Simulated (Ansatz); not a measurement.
HfO2 built on the fluorite prototype, relaxed with r2SCAN, was run in the plane-wave code Ansatz under altered settings. All numbers are computed, without spin polarisation but where a row says otherwise.

```
Hf O
1.0
     0.00000    2.52918    2.52918
     2.52918    0.00000    2.52918
     2.52918    2.52918    0.00000
Hf O
1 2
Cartesian
  0.0000 0.0000 0.0000
  1.2646 1.2646 1.2646
  3.7938 3.7938 3.7938
```

The base run's other keys:
```yaml
kpoints:
  mp_grid: { grid: [4, 4, 4] }
hamiltonian:
  xc: hse06
scf:
  occupations: { method: fixed }
  n_extra_bands: 4
```

It takes 17 iterations with 609 plane waves at 420 eV and 8 k points, and leaves a mean stress of -0.36 GPa. The gap over this mesh is 5.409 eV. It ran on 4 threads of Arm Neoverse N1, on a shared host.

Outcomes, with energy and stress as changes against the base:
```tsv
setting	outcome	ΔF (meV/atom)	Δ mean stress (GPa)	gap on the mesh (eV)	iterations	wall time
PBE hybrid, exx coeff 1.0, unscreened	converged	–	-15.8	13.805	19	12 s
hamiltonian.xc: lc_wpbe	converged	–	-0.7	10.891	16	15 s
PBE hybrid, exx coeff 0.15, unscreened	converged	–	+2.5	5.202	11	8.5 s
PBE hybrid, exx coeff 0.35, omega 0.2078 1/Å	converged	–	-2.4	6.082	15	10 s
```
A dash marks a value that wasn't obtained or can't be compared. Stress is positive in compression. The base took 10 s.

- PBE hybrid, exx coeff 1.0, unscreened. That is 100 % exact exchange, at all ranges, against HSE06's 25 % screened at 0.208 1/Å. The mean stress moves by -15.8 GPa and the gap on the mesh by +8.395 eV (to 13.805). Totals of different functionals aren't comparable.
- hamiltonian.xc: lc_wpbe. The mean stress moves by -0.7 GPa and the gap on the mesh by +5.481 eV (to 10.891). It's another functional on the same cell, so totals aren't comparable.
- PBE hybrid, exx coeff 0.15, unscreened. That is 15 % exact exchange, at all ranges, against HSE06's 25 % screened at 0.208 1/Å. The mean stress moves by +2.5 GPa and the gap on the mesh by -0.207 eV (to 5.202). Totals of different functionals aren't comparable.
- PBE hybrid, exx coeff 0.35, omega 0.2078 1/Å. That is 35 % exact exchange, screened with ω = 0.2078 1/Å, against HSE06's 25 % screened at 0.208 1/Å. The mean stress moves by -2.4 GPa and the gap on the mesh by +0.672 eV (to 6.082). Totals of different functionals aren't comparable.

Spin-orbit coupling is left out, which matters wherever the heavy atoms make up the band edges.

The stress of a hybrid is loosely converged in these runs.

The meshes of the hybrids are coarse, so their gaps aren't converged to the digits shown.
